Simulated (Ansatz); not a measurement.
Cs3Bi:
```
CELL_PARAMETERS angstrom
      0.00000     4.68415     4.68415
      4.68415     0.00000     4.68415
      4.68415     4.68415     0.00000
ATOMIC_POSITIONS crystal
  Cs 0.25000 0.25000 0.25000
  Cs 0.75000 0.75000 0.75000
  Cs 0.50000 0.50000 0.50000
  Bi 0.00000 0.00000 0.00000
```

Relaxed with r²SCAN. The program Ansatz at the r²SCAN level (PAW) gives a gap of 0.80 eV.

Task: What gap does HSE06 give on the same cell (Ansatz, PAW)?

Result: 0.79 eV, -0.01 eV more. The hybrid was solved on a coarser mesh and at special points; its gap is the smallest among all of these.

```csv
k,v1 r²SCAN,c1 r²SCAN,v1 HSE06,c1 HSE06
Γ,-0.38,0.80,-0.39,0.79
X,0.00,1.46,[?],[?]
L,-0.44,2.59,[?],[?]
W,-0.18,1.91,[?],[?]
K,-0.19,1.86,[?],[?]
```

Task: Top valence (v1) and lowest conduction level (c1) in eV from each method's valence maximum (which need not be a listed point): supply the withheld HSE06 values.

Result: 
- W, v1 HSE06: -0.19
- W, c1 HSE06: 2.08
- X, v1 HSE06: 0.00
- X, c1 HSE06: 1.66
- L, v1 HSE06: -0.45
- L, c1 HSE06: 2.88
- K, v1 HSE06: -0.20
- K, c1 HSE06: 2.05

Cost on shared cores: the r²SCAN run (SCF on a 5×5×5 mesh, then bands and DOS) around 70 core-seconds (rough), the HSE06 run (SCF on 4×4×4, then a few points) around 10 core-minutes (rough); the tasks are unlike.

Space group Fm-3m. The first step of the workflow began from a Materials Project structure, measured or hypothetical; the Crystallography Open Database copy checked does not list it. With Cs and Bi taken as one species the cell has the higher symmetry Im-3m, so it may be an ordered model of a mixed-site phase. Whether it is the stable phase at ambient conditions was not checked. Symmetry was held in the r²SCAN relaxation; of distortions, only those at the zone centre were tested. Spin–orbit coupling is left out wherever it is not named.

Potentials: the later of the program's two PAW sets.
